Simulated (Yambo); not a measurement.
Yambo run on SrHI (space group P4/nmm, No. 129). The wavefunctions are PBEsol (pw.x of Quantum ESPRESSO, ONCV potentials, no spin-orbit coupling) ones on a 2×2×1 mesh (18 occupied bands); a = b = 4.291 Å, c = 8.190 Å, α = β = γ = 90.00°.

Yambo input:

```
rim_cut
HF_and_locXC
RandQpts= 1000000
RandGvec= 1 Ry
EXXRLvcs= 72 Ry
VXCRLvcs= 288 Ry
% QPkrange
 1 | 1 | 18 | 19 |
 2 | 2 | 18 | 19 |
 3 | 3 | 18 | 19 |
%
```

k points by index: 1 = Γ, 2 = X, 3 = M.

The o-*.hf file then holds:

```
#    K-point    Band    Eo [eV]    Ehf [eV]    Vxc [eV]    Vnlxc [eV]
#
    1    18    -0.359676    -3.300330    -11.43187    -14.37253
    1    19    3.786580    8.507226    -9.269013    -4.548368
    2    18    0.000000    -2.894057    -11.28842    -14.18248
    2    19    4.226887    9.072959    -9.121865    -4.275793
    3    18    -0.977549    -4.481148    -10.80724    -14.31084
    3    19    3.448561    7.902111    -8.489794    -4.036244
```
Exchange alone, without screening.

Geometry relaxed with PBE+D3(BJ).
